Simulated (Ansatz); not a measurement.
Mo (bcc, W type)

```yaml
crystal:
  lattice:
    - [-3.16077, 3.16077, 3.16077]
    - [1.58038, -1.58038, 1.58038]
    - [1.58038, 1.58038, -1.58038]
  atoms:
    - { symbol: Mo, position: [0.00000, 0.00000, 0.00000] }
    - { symbol: Mo, position: [0.50000, 0.00000, 0.00000] }
```

The atoms are displaced by Q × the pattern below (from a DFPT mode at N = (0.5, 0.0, 0.0), largest move 1; Q in Å), at fixed cell. (q is in reciprocal vectors of the primitive cell; the cell shown is doubled to hold the pattern.)

```
atom      x       y       z
----  -----  ------  ------
Mo1   0.000  -0.707  -0.707
Mo2   0.000   0.707   0.707
```

Computed with PBE (plane waves to 420 eV, PAW, scalar-relativistic; Ansatz, a program for electronic structure). k mesh 21×21×21 (Γ-centred), Fermi-Dirac smearing 0.05 eV. E stands for the smeared free energy. Left out: 2 of 13 points, with atoms too close for the PAW data. With partly filled bands, energies and forces of such displacements shift with the k mesh and the smearing. Mo is run without spin polarisation. Mo was relaxed with its symmetry unable to fall. The PAW data are Ansatz's earlier set. The zero of ΔE is the undisplaced structure. The last digit holds for this mesh only.

```tsv
Q (Å)	ΔE (meV/cell)
-0.2333	1232.5
-0.1867	784.7
-0.1400	withheld
-0.0933	202.7
-0.0467	51.5
0.0000	0.0
0.0467	51.5
0.0933	202.7
0.1400	withheld
0.1867	784.7
0.2333	1232.5
```

Fit an even polynomial form (powers 2, 4, 6) to the given rows and predict ΔE at Q = -0.1400.

Least squares on the 9 given rows: ΔE = (23780)·Q² + (-63990)·Q⁴ + (792300)·Q⁶, in meV/cell with Q in Å; root-mean-square residual 0.03 meV/cell. At -0.1400 the fit gives 447.5 meV/cell; the calculation gives 446.2 meV/cell, so the interpolation is off by 1.3 (+0.3 %). The quadratic term alone would give 466.1 meV/cell.

(For displaced atoms, the force is minus the slope of the energy, and its curvature is a force constant, which sets phonon frequencies.)
